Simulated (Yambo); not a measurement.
How GW settings move the gap: CdS

G0W0@LDA for CdS (zinc blende, space group F-43m, No. 216) in Yambo. Reference settings: 4×4×4 Γ-centred k mesh, bands 5 to 118 and a 10 Ry block in the screening, 118 bands in G with the Bruneval-Gonze terminator, plasmon pole fitted at 27.2 eV. The LDA gap Γ → Γ on this mesh is 0.94 eV; G0W0 gaps are taken between the same points.

| change from the reference | G0W0 gap Γ → Γ (eV) | shift of the valence edge (eV) | rough Yambo cost |
|---|---|---|---|
| reference settings | 2.28 | -0.92 | 1 |
| 42 bands in G | 2.30 | -0.91 | – |
| wavefunctions cut at 25 Ry | 2.20 | -0.82 | about 1/3 |
| no point-group symmetry | 2.28 | -0.93 | about 4× |
| 42 bands in G, no terminator | 2.11 | -0.42 | – |
| no terminator | 2.23 | -0.81 | – |

The reference isn't shown to be the converged limit. Costs are rough (shared machines), scaled to the same edge states, and given only for runs that recompute the screening.

Spin-orbit splittings are left out.

Geometry relaxed with LDA; primitive cell a = b = c = 4.072 Å, α = β = γ = 60.00°.

A shift is the quasiparticle energy of the state minus its LDA energy.
